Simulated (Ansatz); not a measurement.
YbGe2 in space group Fddd (No. 70; Ge on 16f, Yb on 8a) under volume change, PBE in the plane-wave PAW code Ansatz, shape and atoms relaxed at each volume.

```json
[
 {"V (Å³/atom)": "19.628", "E − E(relaxed) (meV/atom)": "34.9", "P (GPa)": "6.28"},
 {"V (Å³/atom)": "20.275", "E − E(relaxed) (meV/atom)": "[?]", "P (GPa)": "[?]"},
 {"V (Å³/atom)": "20.922", "E − E(relaxed) (meV/atom)": "3.5", "P (GPa)": "1.76"},
 {"V (Å³/atom)": "21.569", "E − E(relaxed) (meV/atom)": "0.0", "P (GPa)": "0.00"},
 {"V (Å³/atom)": "22.216", "E − E(relaxed) (meV/atom)": "[?]", "P (GPa)": "[?]"},
 {"V (Å³/atom)": "22.864", "E − E(relaxed) (meV/atom)": "11.8", "P (GPa)": "-2.77"},
 {"V (Å³/atom)": "23.511", "E − E(relaxed) (meV/atom)": "25.2", "P (GPa)": "-3.83"}
]
```

Problem. What belongs in the gaps?

Solution. 
- 20.275, E − E(relaxed) (meV/atom): 14.6
- 20.275, P (GPa): 3.83
- 22.216, E − E(relaxed) (meV/atom): 3.1
- 22.216, P (GPa): -1.50

Problem. What does a third-order Birch–Murnaghan fit give for V₀, B₀ and B′?

Solution. V₀ = 21.57 Å³/atom, B₀ = 53.9 GPa, B′ = 4.5.

A made-up cell: these elements were put on the sites of a structure type; neither database checked (COD, Materials Project) lists it. Whether it is the stable phase at ambient conditions was not checked. Symmetry was held in the PBE relaxation; its stability against distortions is not shown here. The workflow began spin-polarised and lost its moments. The 4f shell is in the valence. No Hubbard U is applied. Spin–orbit coupling is left out wherever it is not named.

Potentials: the later of the program's two PAW sets.
